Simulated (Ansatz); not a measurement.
W (bcc, W type)

```
CELL_PARAMETERS angstrom
     -1.58464     1.58464     1.58464
      1.58464    -1.58464     1.58464
      1.58464     1.58464    -1.58464
ATOMIC_POSITIONS crystal
  W  0.00000 0.00000 0.00000
```

Grid over V/V₀ and (c/a)/(c/a)₀, subscript 0 meaning the relaxed cell; the conventional c axis lies along z; no internal relaxation.

Calculation: r2SCAN (plane waves to 500 eV, PAW, scalar-relativistic; Ansatz, an electronic-structure program). k mesh 21×21×21 (Γ-centred), Fermi-Dirac smearing 0.05 eV. Stress and pressure are positive under compression. With partly filled bands, the response to shear is sensitive to the k mesh, so small differences along c/a are uncertain. Spin-orbit coupling is left out, though W is heavy. W is run without spin polarisation. W was relaxed with its symmetry unable to fall.

At one point of the scan the stress tensor (GPa) is:

```
  -10.5      0.0      0.0
    0.0    -10.5      0.0
    0.0      0.0      3.2
```

Q: Which point is it?
A. V/V₀ = 1.040, (c/a)/(c/a)₀ = 1.000
B. V/V₀ = 0.980, (c/a)/(c/a)₀ = 0.920
C. V/V₀ = 1.000, (c/a)/(c/a)₀ = 0.960
D. V/V₀ = 1.020, (c/a)/(c/a)₀ = 0.960

A: D, V/V₀ = 1.020, (c/a)/(c/a)₀ = 0.960

(Under strain, the slope of the energy per volume gives the stress and its curvature an elastic modulus.)
